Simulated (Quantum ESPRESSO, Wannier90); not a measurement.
**Pt (fcc (Cu type)): Wannier90 run**

```xyz
1
Lattice="0.0000 1.9716 1.9716 1.9716 0.0000 1.9716 1.9716 1.9716 0.0000" Properties=species:S:1:pos:R:3 pbc="T T T"
Pt     0.0000     0.0000     0.0000
```

Materials Project entry mp-126; symmetrised, unrelaxed at this level. This is the element's usual structure. Computed values, not measurements, from PBEsol: Quantum ESPRESSO (norm-conserving PseudoDojo potentials, cutoff 68 Ry, spinors with spin-orbit coupling) on a Γ-centred 10×10×10 mesh, then Wannier90. Density: 18×18×18 mesh, cold smearing 0.01 Ry.

A tight-binding model is made by disentanglement and projection with no localisation steps (num_iter = 0), so the 18 orbitals stay atom-like: hydrogen-like Pt: s;p;d, axes along x, y, z; frozen window up to 3.00 eV relative to the Fermi level. It follows pw.x to 2.3 meV rms for states up to 1.0 eV relative to the Fermi level. Matrix elements depend on this choice of orbitals and windows.

The 20 largest hoppings ⟨m,0|H|n,R⟩ between different sites (one of each Hermitian pair; signs follow the real orbitals' lobes; the list may end inside a set of equal values):

| m | n | R | distance of the centres (Å) | t (eV) | Im t (eV) |
|---|---|---|---|---|---|
| Pt1 px↑ | Pt1 py↑ | 0 0 1 | 2.79 | 1.999 | 0.040 |
| Pt1 px↓ | Pt1 py↓ | 0 0 1 | 2.79 | 1.999 | -0.040 |
| Pt1 py↑ | Pt1 px↑ | 0 0 1 | 2.79 | 1.999 | -0.040 |
| Pt1 py↓ | Pt1 px↓ | 0 0 1 | 2.79 | 1.999 | 0.040 |
| Pt1 px↑ | Pt1 py↑ | 1 -1 0 | 2.79 | -1.999 | 0.040 |
| Pt1 px↓ | Pt1 py↓ | 1 -1 0 | 2.79 | -1.999 | -0.040 |
| Pt1 py↑ | Pt1 px↑ | 1 -1 0 | 2.79 | -1.999 | -0.040 |
| Pt1 py↓ | Pt1 px↓ | 1 -1 0 | 2.79 | -1.999 | 0.040 |
| Pt1 pz↑ | Pt1 py↑ | 0 1 -1 | 2.79 | -1.999 | 0.000 |
| Pt1 pz↓ | Pt1 py↓ | 0 1 -1 | 2.79 | -1.999 | 0.000 |
| Pt1 py↑ | Pt1 pz↑ | 0 1 -1 | 2.79 | -1.999 | 0.000 |
| Pt1 py↓ | Pt1 pz↓ | 0 1 -1 | 2.79 | -1.999 | 0.000 |
| Pt1 pz↑ | Pt1 px↑ | 0 1 0 | 2.79 | 1.999 | 0.000 |
| Pt1 pz↓ | Pt1 px↓ | 0 1 0 | 2.79 | 1.999 | 0.000 |
| Pt1 px↑ | Pt1 pz↑ | 0 1 0 | 2.79 | 1.999 | 0.000 |
| Pt1 px↓ | Pt1 pz↓ | 0 1 0 | 2.79 | 1.999 | 0.000 |
| Pt1 pz↑ | Pt1 px↑ | 1 0 -1 | 2.79 | -1.999 | 0.000 |
| Pt1 pz↓ | Pt1 px↓ | 1 0 -1 | 2.79 | -1.999 | 0.000 |
| Pt1 px↑ | Pt1 pz↑ | 1 0 -1 | 2.79 | -1.999 | 0.000 |
| Pt1 px↓ | Pt1 pz↓ | 1 0 -1 | 2.79 | -1.999 | 0.000 |
